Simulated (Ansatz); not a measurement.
All numbers below come from Ansatz, DFT PBE, scalar-relativistic, plane waves, PAW. All cells share a 420 eV cutoff and Γ-centred k meshes spaced about 0.3 Å⁻¹ or finer (0.25 for metals, 2π included). No spin polarisation in the final relaxations.

These are static total energies at zero pressure. All come from trial cells, and lower structures may exist.

**Question.** Order these relaxed structures of Sn2Bi3O3 by energy, lowest first, with the energy over the lowest of them.
A.

Space group R-3m:H (No. 166). a = 3.480 Å, b = 3.480 Å, c = 51.104 Å, α = 90.00°, β = 90.00°, γ = 120.00°
```csv
atom,site,symmetry,x,y,z
Sn,6c,3m,0.6667,0.3333,0.6965
Bi,6c,3m,0.3333,0.6667,0.7771
Bi,3b,-3m,0.6667,0.3333,0.8333
O,3a,-3m,0.0000,0.0000,0.0000
O,6c,3m,0.3333,0.6667,0.9528
```

B.

Space group I4/mmm (No. 139). a = 3.922 Å, b = 3.922 Å, c = 22.285 Å, α = 90.00°, β = 90.00°, γ = 90.00°
| atom | site | symmetry | x | y | z |
| --- | --- | --- | --- | --- | --- |
| Sn | 4e | 4mm | 0.5000 | 0.5000 | 0.0988 |
| Bi | 4e | 4mm | 0.0000 | 0.0000 | 0.1910 |
| Bi | 2a | 4/mmm | 0.0000 | 0.0000 | 0.0000 |
| O | 4d | -4m2 | 0.0000 | 0.5000 | 0.2500 |
| O | 2b | 4/mmm | 0.5000 | 0.5000 | 0.0000 |

C.

Space group I4/mmm (No. 139). a = 3.723 Å, b = 3.723 Å, c = 25.068 Å, α = 90.00°, β = 90.00°, γ = 90.00°
```csv
atom,site,symmetry,x,y,z
Sn,4e,4mm,0.0000,0.0000,0.2013
Bi,4e,4mm,0.0000,0.0000,0.4014
Bi,2a,4/mmm,0.0000,0.0000,0.0000
O,4d,-4m2,0.0000,0.5000,0.2500
O,2b,4/mmm,0.5000,0.5000,0.0000
```

**Answer.** C (0 meV/atom), A (94 meV/atom), B (155 meV/atom). Forms: C I4/mmm; A R-3m; B I4/mmm. Counting O atoms around Bi and Sn (those within 1.25 times the shortest such distance or 1.15 times the sum of covalent radii, 1.27 where that leaves under three; a plus sign parts nearer from farther groups; the shortest distance is added where it exceeds 1.18 times the sum of covalent radii; a slash parts the counts of unlike sites): C has Sn 4, Bi 1/4 from 2.6 Å; A has Sn 3+3, Bi 3 from 3.8 Å/6+6 from 6.4 Å; B has Sn 1, Bi 4/4 from 2.8 Å.

Weakly bound directions are ill-defined at this level, which has no dispersion term (I4/mmm at 21.7 Å³/atom, R-3m), and this can change margins and order among such cells. Spin–orbit coupling, which can matter for Bi, is left out. In I4/mmm at 21.7 Å³/atom, R-3m, I4/mmm at 21.4 Å³/atom an odd number of electrons in the primitive cell allows no gap without spin; a larger cell or a magnetic state could open one. Cells relaxed within their symmetry can be saddle points; a later kick test found a lower structure for Sn2Bi3O3 I4/mmm. Some candidate types were left out of the draw beforehand, so a known form may be missing.
